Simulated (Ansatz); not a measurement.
A relaxation computed with Ansatz, from input to last step.

```yaml
crystal:
  lattice:
    - [-6.0140034098, 4.1674815578, 2.0111161032]
    - [6.0128437016, 4.1697978051, -2.0192277223]
    - [-2.0233401975, -4.1622660401, -6.0997965277]
  atoms:
    - { symbol: Ag, position: [0.0473958314, 0.3448193894, 0.8950289755] }
    - { symbol: Ag, position: [0.5549413574, 0.8538218907, 0.9033656835] }
    - { symbol: Ag, position: [0.3519467811, 0.4548930828, 0.303562505] }
    - { symbol: Ag, position: [0.3980170193, 0.7991853846, 0.2013229154] }
    - { symbol: Ag, position: [0.7488431762, 0.2517970425, 0.4974265507] }
    - { symbol: Ag, position: [0.8459350193, 0.9484844028, 0.2982338543] }
    - { symbol: Ag, position: [0.4481334254, 0.1529235847, 0.1012527611] }
    - { symbol: Ag, position: [0.5022928457, 0.4966055167, 0.0030222054] }
    - { symbol: Ag, position: [0.9019314685, 0.3032989475, 0.1998135291] }
    - { symbol: Ag, position: [0.9520197326, 0.6489210872, 0.0977434727] }
    - { symbol: Pt, position: [0.1067073155, 0.7059954784, 0.8002792012] }
    - { symbol: Pt, position: [0.141322469, 0.0390585488, 0.6961079184] }
    - { symbol: Pt, position: [0.2477016703, 0.7536682047, 0.5051744307] }
    - { symbol: Pt, position: [0.6965083157, 0.8966418932, 0.5964317146] }
    - { symbol: Pt, position: [0.0004540757, 0.0018568607, 0.9944968281] }
    - { symbol: Pt, position: [0.8097443777, 0.6087212487, 0.4057099712] }
    - { symbol: Au, position: [0.2030344867, 0.4054280884, 0.6074959458] }
    - { symbol: Au, position: [0.5923877856, 0.1924912847, 0.7908260955] }
    - { symbol: Au, position: [0.6608848041, 0.5575157868, 0.7033751586] }
    - { symbol: Au, position: [0.2886474506, 0.0974496908, 0.3952488546] }
  symmetry: { detect: false }
basis:
  ecutwfc: 420
kpoints:
  mp_grid: { grid: [4, 4, 3] }
hamiltonian:
  xc: pbe
scf:
  occupations: { method: gaussian, width: 0.1 }
  lower_state_search: "off"
output:
  forces: true
  stress: true
  eigenvalues: true
relax:
  adjacent_minimum: "off"
  f_tol: 0.04
  max_steps: 25
  cell: { stress_tol: 0.3 }
```

```bash
ansatz run input.yaml --threads 4 --pin off --max-ram 9216MiB --backend cpu --events-out ev --progress --plain --runs-dir out
```

Theory: DFT PBE, scalar-relativistic, plane waves, PAW (Ansatz 0.2.0).

Of 4 frames 3 are shown, positions in Å and forces in eV/Å; the SCF threshold varies from step to step. Steps run on the plane waves of an earlier cell, with a Pulay correction in the pressure. The basis is chosen afresh for the last frame, the zero of the energies, and at times for earlier ones too; energy and pressure step there, also at an unchanged geometry.

```xyz
20
Lattice="-6.0140 4.1675 2.0111 6.0128 4.1698 -2.0192 -2.0233 -4.1623 -6.0998" Properties=species:S:1:pos:R:3:forces:R:3 pbc="T T T" step=1 free_energy_over_end_meV_per_atom=1.77 pressure_GPa=0.10
Ag   -0.0226   -2.0900   -6.0604   -0.0037    0.0052    0.0218
Ag   -0.0313    2.1129   -6.1184    0.0176    0.0123    0.0402
Ag    0.0044    2.1000   -2.0624    0.0042   -0.0118   -0.0546
Ag    2.0044    4.1532   -2.0413    0.0549   -0.0285    0.0063
Ag   -3.9960    2.1003   -2.0366    0.0088    0.0326   -0.0227
Ag    0.0122    6.2391   -2.0331   -0.0110    0.0105   -0.0217
Ag   -1.9804    2.0838   -0.0252   -0.0226    0.0097    0.0007
Ag   -0.0409    4.1515   -0.0110   -0.0153    0.0032    0.0409
Ag   -4.0048    4.1918   -0.0174    0.0195   -0.0013   -0.0151
Ag   -2.0214    6.2666    0.0081    0.0300    0.0071   -0.0062
Pt    1.9841    0.0576   -6.0925    0.0698    0.0542   -0.0148
Pt   -2.0235   -2.1456   -4.0408    0.1003   -0.0987   -0.0348
Pt    2.0199    2.0723   -4.1051   -0.0967   -0.0260    0.0216
Pt   -0.0042    4.1590   -4.0479   -0.0550    0.0033   -0.0317
Pt   -2.0038   -4.1297   -6.0691   -0.0590    0.0058    0.0361
Pt   -2.0305    4.2242   -2.0754   -0.0513    0.0320    0.0414
Au   -0.0124    0.0081   -4.1159   -0.0317    0.0047    0.0186
Au   -4.0053   -0.0202   -4.0212    0.0234    0.0175   -0.0099
Au   -2.0455    2.1513   -4.0871    0.0045   -0.0413    0.0287
Au   -1.9497   -0.0359   -2.0272    0.0133    0.0091   -0.0447
20
Lattice="-6.0313 4.0829 2.0174 6.0568 4.1403 -2.0600 -2.0433 -4.0866 -6.1428" Properties=species:S:1:pos:R:3:forces:R:3 pbc="T T T" step=2 free_energy_over_end_meV_per_atom=0.11 pressure_GPa=-0.01
Ag   -0.0247   -2.0365   -6.1120   -0.0006   -0.0071   -0.0197
Ag   -0.0219    2.1126   -6.1801   -0.0136   -0.0017   -0.0313
Ag    0.0084    2.0800   -2.1021    0.0069    0.0322    0.0434
Ag    2.0423    4.1049   -2.0814   -0.0276    0.0073   -0.0097
Ag   -4.0066    2.0760   -2.0702   -0.0140   -0.0161    0.0107
Ag    0.0393    6.1618   -2.0831    0.0253   -0.0257    0.0158
Ag   -1.9898    2.0542   -0.0335    0.0059    0.0000   -0.0042
Ag   -0.0284    4.0935   -0.0180    0.0098   -0.0198   -0.0305
Ag   -4.0097    4.1243   -0.0316   -0.0118    0.0075    0.0239
Ag   -2.0008    6.1768   -0.0179   -0.0151    0.0046   -0.0044
Pt    2.0117    0.1001   -6.1552   -0.0340   -0.0144    0.0116
Pt   -2.0192   -2.1257   -4.0715   -0.0519    0.0688    0.0210
Pt    2.0196    2.0670   -4.1548    0.0313    0.0239   -0.0150
Pt   -0.0013    4.1167   -4.1115    0.0648    0.0036    0.0108
Pt   -2.0398   -4.0571   -6.1101    0.0309    0.0008   -0.0506
Pt   -2.0348    4.1760   -2.0993    0.0209   -0.0174    0.0036
Au   -0.0152    0.0261   -4.1568    0.0284   -0.0213   -0.0169
Au   -4.0179   -0.0157   -4.0594   -0.0212   -0.0328    0.0129
Au   -2.0469    2.1207   -4.1281   -0.0095    0.0402   -0.0093
Au   -1.9575   -0.0332   -2.0612   -0.0246   -0.0324    0.0380
20
Lattice="-6.0417 4.0731 2.0184 6.0623 4.1247 -2.0637 -2.0442 -4.0707 -6.1506" Properties=species:S:1:pos:R:3:forces:R:3 pbc="T T T" step=4 free_energy_over_end_meV_per_atom=0.00 pressure_GPa=-0.01
Ag   -0.0232   -2.0290   -6.1228    0.0033    0.0005    0.0059
Ag   -0.0260    2.1071   -6.1946   -0.0063   -0.0088    0.0158
Ag    0.0075    2.0800   -2.0999   -0.0169   -0.0189   -0.0221
Ag    2.0391    4.0918   -2.0865    0.0052    0.0024    0.0074
Ag   -4.0148    2.0691   -2.0728    0.0137    0.0041   -0.0060
Ag    0.0389    6.1381   -2.0852   -0.0107    0.0101   -0.0061
Ag   -1.9947    2.0482   -0.0356    0.0010   -0.0044   -0.0001
Ag   -0.0294    4.0776   -0.0226   -0.0005    0.0104    0.0223
Ag   -4.0191    4.1154   -0.0310    0.0000    0.0030   -0.0163
Ag   -2.0088    6.1590   -0.0206    0.0069   -0.0101    0.0144
Pt    2.0098    0.0999   -6.1640    0.0083   -0.0005    0.0022
Pt   -2.0264   -2.1081   -4.0747    0.0078   -0.0121   -0.0052
Pt    2.0229    2.0628   -4.1623   -0.0096   -0.0163    0.0031
Pt    0.0045    4.1091   -4.1186   -0.0216   -0.0110   -0.0022
Pt   -2.0359   -4.0384   -6.1242   -0.0041    0.0018    0.0192
Pt   -2.0385    4.1636   -2.1042   -0.0063   -0.0031   -0.0152
Au   -0.0119    0.0240   -4.1632   -0.0205    0.0221    0.0180
Au   -4.0269   -0.0173   -4.0651    0.0181    0.0201   -0.0149
Au   -2.0522    2.1241   -4.1371    0.0104   -0.0080    0.0007
Au   -1.9637   -0.0375   -2.0567    0.0222    0.0186   -0.0208
```

The run took 3.8 min on 4 threads of Intel(R) Xeon(R) Platinum 8375C CPU @ 2.90GHz (Ice Lake) (shared host), peak memory 2.7 GiB.

The k mesh is coarse. Spin–orbit coupling is left out, which can shift energies with elements as heavy as these.